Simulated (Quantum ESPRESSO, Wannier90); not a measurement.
Te (P3₁21): Wannier90 run

```
begin unit_cell_cart
ang
    4.6013500036    0.0000000000    0.0000000000
   -2.3006750018    3.9848859948    0.0000000000
    0.0000000000    0.0000000000    5.9000600000
end unit_cell_cart
begin atoms_frac
Te   0.2567000000  0.0000000000  0.3333333333
Te  -0.0000000000  0.2567000000 -0.3333333333
Te  -0.2567000000 -0.2567000000  0.0000000000
end atoms_frac
```

Materials Project entry mp-19; symmetrised, unrelaxed at this level. COD (Crystallography Open Database) has the formula in 2 space groups, this one among them (matched by group alone). Level: PBEsol, spinors with spin-orbit coupling; pw.x of Quantum ESPRESSO at 64 Ry with PseudoDojo potentials, 6×6×4 k-points, Wannier90. Density: 12×12×6 mesh, Gaussian smearing 0.01 Ry. The cell is built of weakly bound layers, chains or molecules, whose nearest atoms lie 3.59 Å apart. Database cells relaxed without dispersion often hold them too far apart, which can enlarge gaps and weakens couplings between them; spacing and stacking were not compared with the measured crystal. With spin-orbit coupling a semilocal functional can close or falsely invert a small gap; the band order was not checked against a better method. The gap is small at this level and was sampled on the meshes and a path alone.

Bands 31-36 form an isolated set from -13.55 to -8.42 eV relative to the valence-band maximum (on the path) and are turned into 6 Wannier functions by minimising the spread from the start: atomic waves Te 5s.

Centres (Cartesian, Å; one of the equivalent choices) and spreads:

```csv
n,x,y,z,spread (Å²),nearest atom
1,1.085,0.000,1.967,1.745,Te1
2,1.085,0.000,1.967,1.745,Te1
3,-0.542,0.939,-1.967,1.745,Te2
4,-0.542,0.939,-1.967,1.745,Te2
5,-0.542,-0.939,0.000,1.745,Te3
6,-0.542,-0.939,0.000,1.745,Te3
```

Ω_I = 10.39 Å², Ω_total = 10.47 Å²; the interpolated bands follow pw.x to 0.4 meV rms on the path. Only this start was tried; a symmetric start can stop on a saddle, and mixtures of these functions could lower the total by at most Ω_total − Ω_I.
